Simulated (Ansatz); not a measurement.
A distorted cell of Te (trigonal-Te type, space group P3_121):

```yaml
crystal:
  lattice:
    - [4.62355, 0.00000, 0.00000]
    - [-2.31177, 4.00411, 0.00000]
    - [0.00000, 0.00000, 5.90437]
  atoms:
    - { symbol: Te, position: [0.25344, 0.00000, 0.33333] }
    - { symbol: Te, position: [0.07478, 0.30819, 0.77167] }
    - { symbol: Te, position: [0.74656, 0.74656, 0.00000] }
```

These are r2SCAN (plane waves to 500 eV, PAW, scalar-relativistic; Ansatz, a program for electronic structure) values and carry that method's errors. k mesh 7×7×5 (Γ-centred), Fermi-Dirac smearing 0.05 eV. The energy includes the smearing's −TS. Stress and pressure are positive under compression. As the smearing reaches across the gap at some points, energies and forces of such displacements shift with the k mesh and the smearing. Spin-orbit coupling is left out, though Te is heavy. Te was relaxed with its symmetry unable to fall. The PAW data are Ansatz's earlier set.

Question: Predict the force on every atom, in eV/Å.

Answer: 
```json
[
 {"atom": "Te1", "Fx": "0.518", "Fy": "0.345", "Fz": "0.766"},
 {"atom": "Te2", "Fx": "-0.615", "Fy": "0.152", "Fz": "-2.449"},
 {"atom": "Te3", "Fx": "0.097", "Fy": "-0.497", "Fz": "1.682"}
]
```

Question: Give the stress tensor in GPa and the pressure.

Answer: 
```
    1.7      1.9      3.3
    1.9      3.8     -1.9
    3.3     -1.9      2.3
```
The pressure, a third of the trace, is 2.6 GPa.

Question: In it atom 2 sits (0.219, 0.219, 0.620) Å away from its relaxed site. What is its energy relative to the relaxed cell?

Answer: 900 meV/cell.

(For displaced atoms, the force is minus the slope of the energy, and its curvature is a force constant, which sets phonon frequencies.)
